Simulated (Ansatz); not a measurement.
Relaxed-ion elastic tensor of Ni (simple cubic, space group No. 221) in GPa (Voigt order), the program Ansatz at the r²SCAN level (PAW); density 7.96 g/cm³, 12.24 Å³ per atom.

```tsv
	1	2	3	4	5	6
1	335	64.7	64.7	0.0	0.0	0.0
2	64.7	335	64.7	0.0	0.0	0.0
3	64.7	64.7	335	0.0	0.0	0.0
4	0.0	0.0	0.0	-35.0	0.0	0.0
5	0.0	0.0	0.0	0.0	-35.0	0.0
6	0.0	0.0	0.0	0.0	0.0	-35.0
```

Problem. Is the crystal mechanically stable?

Solution. No: the smallest eigenvalue of C is -35.0 GPa.

Space group Pm-3m (simple cubic). The cell is a constructed one: a structure type filled with these elements; neither database checked (COD, Materials Project) lists it. It is not the phase usual at ambient conditions (space group No. 225). Symmetry was held in the r²SCAN relaxation. At this level the phase is mechanically unstable. The final state is ferromagnetic, chosen from 3 collinear starts compared on coarse meshes (ties went to the first, and starts can fall back to one state), not a proven ground state. Other orbital occupations within this spin state were not tried. As this level gives no gap, shear constants depend on the k-mesh and smearing (Fermi–Dirac, 0.1 eV here).

Potentials: the later of the program's two PAW sets.
